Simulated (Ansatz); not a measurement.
# Sensitivity of the gradients in CdTe with oxygen replacing Te to the input

Cell: a supercell of CdTe (zinc blende type, F-43m) built from a COD entry (the entry's cell lengths or inner coordinates differ somewhat from later room-temperature determinations), with all atoms left at the host's positions.

```cif
data_Cd27Te26O
_symmetry_space_group_name_H-M 'F-43m'
_symmetry_Int_Tables_number 216
_cell_length_a 19.2300
_cell_length_b 19.2300
_cell_length_c 19.2300
_cell_angle_alpha 90.000
_cell_angle_beta 90.000
_cell_angle_gamma 90.000
loop_
_atom_site_label
_atom_site_type_symbol
_atom_site_symmetry_multiplicity
_atom_site_Wyckoff_symbol
_atom_site_fract_x
_atom_site_fract_y
_atom_site_fract_z
Cd1 Cd 16 e 0.4167 0.0833 0.4167
Cd3 Cd 24 g 0.7500 0.0833 0.7500
Cd5 Cd 48 h 0.7500 0.9167 0.5833
Cd14 Cd 4 d 0.7500 0.7500 0.7500
Cd18 Cd 16 e 0.0833 0.5833 0.9167
O O 4 a 0.5000 0.0000 0.5000
Te29 Te 48 h 0.6667 0.0000 0.6667
Te32 Te 16 e 0.8333 0.8333 0.6667
Te36 Te 16 e 0.1667 0.6667 0.8333
Te42 Te 24 f 0.0000 0.6667 0.0000
```

One atom of each set is listed; the run and its k-mesh use a cell of 54 atoms with edges of 13.60, 13.60, 13.60 Å.

Reference run. The numbers come from a DFT calculation in Ansatz (PBE, plane waves and PAW, scalar-relativistic, 420 eV cutoff, Γ-centred 2×2×2 k-points, Fermi–Dirac smearing 0.01 eV).

Q: The input is changed as follows: `scf.initial_density.chi_scale`: not typed → 0.1; `total_charge`: not typed → -1. What happens to V_zz (10²¹ V/m²) and η?

A: 

```tsv
site	V_zz reference	η reference	V_zz changed	η changed
Cd1	7.83	0.00	6.48	0.00
Cd3	-0.13	0.01	-0.19	0.39
Cd5	0.054	0.73	-0.20	0.29
Cd18	0.032	0.00	-0.045	0.00
O	0.00	–	0.00	–
Te29	2.19	0.06	-1.29	0.93
Te32	0.008	0.00	0.41	0.00
Te36	-0.069	0.00	0.42	0.00
Te42	0.080	0.01	0.34	0.22
```

The largest change of V_zz along a kept axis is on Cd1, from 7.83 to 6.48. In per cent, |V_zz| changes by -17 on Cd (all sites that start above 2, bar those whose gradient vanishes or changes sign or whose main axis turns by over 40°). V_zz changes sign on Te36 (same axis), Cd18 (same axis). On Te29, Cd3, Cd5 the largest principal value lies along another axis in the second run, so the two V_zz can't be compared directly. Other sites without a gradient aren't listed. The changed cell holds a charge of -1 on a uniform background, so it isn't the same centre. It has an odd number of electrons and no spin polarisation, so the extra carrier is shared by both spins and spread out, where a real one carries spin and can localise. The gap no longer holds the Fermi energy in the changed run, so its gradients also hang on the k-mesh and the smearing. SCF iterations: 9 and 15.

On the reference run: The defect repeats with the cell of 54 atoms, so it feels its images: sites between two images don't show the values beside a lone defect, and zeros or small values of η there can come from the images' arrangement. Without spin–orbit coupling the gradients at and beside Te can be off by some per cent, at some sites by more. With a gap of 0.7 eV on this mesh, small gradients can still move by 0.1 × 10²¹ V/m² or more as the k-mesh gets denser. The neighbours have not yet relaxed around the defect (largest force 1.5 eV/Å), so a real crystal will differ.
